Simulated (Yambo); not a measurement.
Yambo run on RbH (rock salt, space group Fm-3m, No. 225). The wavefunctions are PBEsol (Quantum ESPRESSO, PseudoDojo norm-conserving, 72 Ry, no spin-orbit coupling) ones on a 4×4×4 mesh (5 occupied bands); a = 4.248 Å, b = 4.248 Å, c = 4.248 Å, α = 60.00°, β = 60.00°, γ = 60.00°.

Yambo input:

```
rim_cut
gw0
dyson
el_el_corr
HF_and_locXC
ppa
em1d
RandQpts= 1000000
RandGvec= 1 Ry
EXXRLvcs= 72 Ry
VXCRLvcs= 288 Ry
Chimod= "HARTREE"
% BndsRnXp
 1 | 37 |
%
NGsBlkXp= 10 Ry
% LongDrXp
 1.0 | 1.0 | 1.0 |
%
PPAPntXp= 27.2114 eV
% GbndRnge
 1 | 37 |
%
GTermKind= "BG"
DysSolver= "n"
ExtendOut
% QPkrange
 3 | 3 | 5 | 6 |
%
```

k points by index: 3 = L.

The o-*.qp file then holds:

```
#    K-point    Band    Eo [eV]    E [eV]    E-Eo [eV]    Vxc [eV]    Vnlxc [eV]    Sc|Eo [eV]    Sc|E [eV]    dSc/dw|Eo [eV]    Re(Z)    Im(Z)
#
    3    5    0.000000    -1.674209    -1.674209    -10.11585    -13.63309    1.443445    1.843033    -6.494085    0.807325    -0.001583
    3    6    2.723265    3.483481    0.760216    -6.581760    -2.832965    -2.861237    -2.988578    -4.557342    0.856545    -0.001224
```
(The two width columns are left out.) Convergence of these settings isn't established.

Geometry of the Materials Project entry, not relaxed at this level.
